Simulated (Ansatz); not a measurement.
Trial structure of Cd3TeO2, not yet relaxed:

```xyz
6
Lattice="6.3390 0.0000 0.0000 -3.1695 5.4897 0.0000 0.0000 0.0000 3.4638" Properties=species:S:1:pos:R:3 pbc="T T T"
Cd   -1.5847    2.7449    1.7319
Cd    3.1695    0.0000    1.7319
Cd    1.5847    2.7449    1.7319
Te    0.0000    0.0000    0.0000
O     3.1695    1.8299    0.0000
O     0.0000    3.6598    0.0000
```

Computed with DFT PBE, scalar-relativistic, plane waves, PAW in Ansatz 0.2.0. Settings: cutoff 420 eV, Γ-centred mesh 3×3×6 on the computed 6-atom cell, Gaussian smearing of 0.10 eV; no spin polarisation.

The zero of energy is the elements' standard structures at the same level (O₂ as a molecule); no fitted shifts are applied.

**Question.** What does a single point on this coarse mesh give?

**Answer.** The pressure is -7.0 GPa (the mean over three directions, positive in compression), the largest force is 0.00 eV/Å (symmetry fixes the atoms), and the energy is −0.39 eV/atom against the elements. The shortest distance is 2.52 Å.

**Question.** Is it a good guess?

**Answer.** A fair one: relaxing gains under 0.1 eV/atom (the start's value is from the coarse mesh, so the gain is rough) in 12 ionic steps and ends at −0.49 eV/atom on the finer mesh. The symmetry stays P6/mmm (No. 191). The volume per atom shrinks by 8.5 %, from 20.1 to 18.4 Å³. The shortest distance goes from 2.52 Å (Cd–O) to 2.42 Å (Cd–O). Conventional cell: a = 6.366 Å, c = 3.142 Å. Around Cd lie 4 O at 2.42 Å, 6 Cd at 3.14–3.18 Å and 4 Te at 3.55 Å; Te has 2 Te at 3.14 Å and 12 Cd at 3.55 Å; around O lie 6 Cd at 2.42 Å.

The last run used a 6×6×12 mesh (in the run's order of axes) for its 6-atom cell and Gaussian smearing of 0.10 eV. Spin–orbit coupling, which can matter for Te, is left out. The reference form of Te is held partly by dispersion forces, which this level lacks. The relaxation can't lower the symmetry of the start, and the grade says only how near the guess is to its own end. A structure relaxed within its symmetry needn't be a true minimum.
